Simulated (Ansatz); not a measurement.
Sn:
Space group P6₃/mmc (No. 194); a = b = 3.2890 Å, c = 5.6014 Å, α = β = 90.00°, γ = 120.00°

```json
[
 {"atom": "Sn", "site": "2d", "symmetry": "-6m2", "x": "0.6667", "y": "0.3333", "z": "0.2500"}
]
```

This is the PBEsol-relaxed structure.

All from PBEsol (plane waves, PAW; program Ansatz), unless another level is named. Estimate the highest zone-centre frequency.

92 cm⁻¹.

Predict the bulk modulus (Birch–Murnaghan fit).

55.9 GPa.

Space group P6_3/mmc (hcp (Mg type)). The start of the workflow was typed in or built on a structure type; neither database checked (COD, Materials Project) lists it. It is not the phase usual at ambient conditions (space group No. 141). The cell was relaxed with PBEsol under the symmetry of its start; its stability against distortions is not shown here. As this level gives no gap, phonon frequencies hold no LO–TO term and depend on the k-mesh and smearing (Fermi–Dirac, 0.1 eV here). Axis ratios of metals converge slowly with the k-mesh, so a and c are less sure than the volume. On the denser mesh and wider smearing of the elastic run this cell carries a stress of 0.8 GPa. Scalar-relativistic: spin–orbit coupling is off unless named, which matters more the heavier the elements.

Potentials: the earlier of the program's two PAW sets. The files were generated under PBE; for other functionals the program regenerates the frozen cores, and for LDA and PBEsol the local potential too.
